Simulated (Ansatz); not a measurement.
AlGa$_{3}$N$_{4}$ in space group P-43m (No. 215; Al on 1a, Ga on 3c, N on 4e), PBEsol (plane waves, PAW; program Ansatz): ε∞ = 5.57, cell volume 89.17 Å³. Infrared-active transverse modes:

```json
[
 {"ω_TO (cm⁻¹)": "232.1", "oscillator strength S_xx (e²/amu)": "0.005759"},
 {"ω_TO (cm⁻¹)": "409.1", "oscillator strength S_xx (e²/amu)": "0.08789"},
 {"ω_TO (cm⁻¹)": "559.1", "oscillator strength S_xx (e²/amu)": "1.899"},
 {"ω_TO (cm⁻¹)": "650.5", "oscillator strength S_xx (e²/amu)": "0.5024"}
]
```

**Question.** Compute the static dielectric constant.

**Answer.** Each mode adds (4.921e7/V) S/ω²: 0.06, 0.29, 3.35, 0.66. So ε0 = 9.92.

The first step of the workflow began from a Materials Project structure, measured or hypothetical; the Crystallography Open Database copy checked does not list it. With Al and Ga taken as one species the cell has the higher symmetry F-43m, so it may be an ordered model of a mixed-site phase. Its standing as an ambient phase is unchecked. The cell was relaxed with PBEsol under the symmetry of its start; of distortions, only those at the zone centre were tested. Scalar-relativistic: spin–orbit coupling is off unless named, which matters more the heavier the elements.

Potentials: the later of the program's two PAW sets.
